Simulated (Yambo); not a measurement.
G0W0@PBEsol for Si (diamond, space group Fd-3m, No. 227) in Yambo. Reference settings: 4×4×4 Γ-centred k mesh, 148 bands and a 14 Ry block in the screening, 148 bands in G with the Bruneval-Gonze terminator, plasmon pole fitted at 27.2 eV. The PBEsol gap Γ → X on this mesh is 0.60 eV; G0W0 gaps are taken between the same points.

```tsv
change from the reference	G0W0 gap Γ → X (eV)	shift of the valence edge (eV)
reference settings	1.34	-0.78
pole fitted at 40 eV	1.35	-0.84
1 Ry block	1.05	0.03
90 bands in W, 90 bands in G	1.32	-0.73
90 bands in G, no terminator	1.30	-0.70
6 Ry block	…	-0.65
47 bands in G, no terminator	…	-0.53
47 bands in G	1.34	-0.78
```

Question: Estimate the withheld gaps from the other rows; the computed values follow.

Answer: 
- 6 Ry block, G0W0 gap Γ → X (eV): 1.25
- 47 bands in G, no terminator, G0W0 gap Γ → X (eV): 1.25

The reference isn't shown to be the converged limit. The mesh misses a band edge: along a dense path the PBEsol gap is 0.46 eV against 0.60 eV on the mesh.

Geometry relaxed with PBEsol; primitive cell a = b = c = 3.841 Å, α = β = γ = 60.00°.

A shift is the quasiparticle energy of the state minus its PBEsol energy.
